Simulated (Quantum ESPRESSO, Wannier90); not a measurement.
# Tight-binding from DFT: GaSb (zinc blende)

```
GaSb
1.0
    0.00000     3.06860     3.06860
    3.06860     0.00000     3.06860
    3.06860     3.06860     0.00000
Ga Sb
1 1
Direct
  0.00000   0.00000   0.00000
  0.25000   0.25000   0.25000
```

Materials Project entry mp-1156; symmetrised, unrelaxed at this level. COD (Crystallography Open Database) has an entry of this formula and space group (matched by these alone). Computed values, not measurements, from PBEsol: Quantum ESPRESSO (norm-conserving PseudoDojo potentials, cutoff 64 Ry, spinors with spin-orbit coupling) on a Γ-centred 6×6×6 mesh, then Wannier90. Density: 10×10×10 mesh, cold smearing 0.01 Ry. With spin-orbit coupling a semilocal functional can close or falsely invert a small gap; the band order was not checked against a better method.

Base run: 16 functions from bands 21-50 of the 50 computed, start hydrogen-like Ga: s;p; Sb: s;p, centres 0.05 Å off the atoms, frozen window up to 1.50 eV relative to the Fermi level, outer window open. One thing is changed at a time; window edges are relative to the Fermi level. The misfit compares interpolated bands with pw.x on a high-symmetry path, for states up to 1.0 eV relative to the Fermi level. Converged means that the tolerances were met: symmetric starts can stop on a saddle, which shows as a larger Ω_OD at equal Ω_I and can move the misfit too.

```
setting  functions  frozen to (eV)  Ω_I (Å²)  Ω_D (Å²)  Ω_OD (Å²)  rms misfit (meV)  worst (meV)      ended
-------  ---------  --------------  --------  --------  ---------  ----------------  -----------  ---------
base            16            1.50     25.99      0.09       3.42                20           96  converged
```

### Question
Starting from this base row, predict which settings stop with an error, and how Ω_I and the misfit move in the others: frozen window to 5.50 eV; frozen window to 2.50 eV; frozen window to 0.50 eV; no frozen window; outer window to 8.84 eV; outer window to 10.54 eV.

### Answer
```
setting                   functions  frozen to (eV)  Ω_I (Å²)  Ω_D (Å²)  Ω_OD (Å²)  rms misfit (meV)  worst (meV)                          ended
------------------------  ---------  --------------  --------  --------  ---------  ----------------  -----------  -----------------------------
frozen window to 5.50 eV         16            5.50         –         –          –                 –            –  stops: too many frozen states
frozen window to 2.50 eV         16            2.50     28.32      0.13       3.71                16           97                      converged
frozen window to 0.50 eV         16            0.50     23.23      0.04       3.52               271         1732                      converged
no frozen window                 16            none     21.79      0.01       3.54               470         2423                      converged
outer window to 8.84 eV          16            1.50     37.89      0.29       6.67                22           89                      converged
outer window to 10.54 eV         16            1.50     32.13      0.17       4.20                13           99                      converged
```
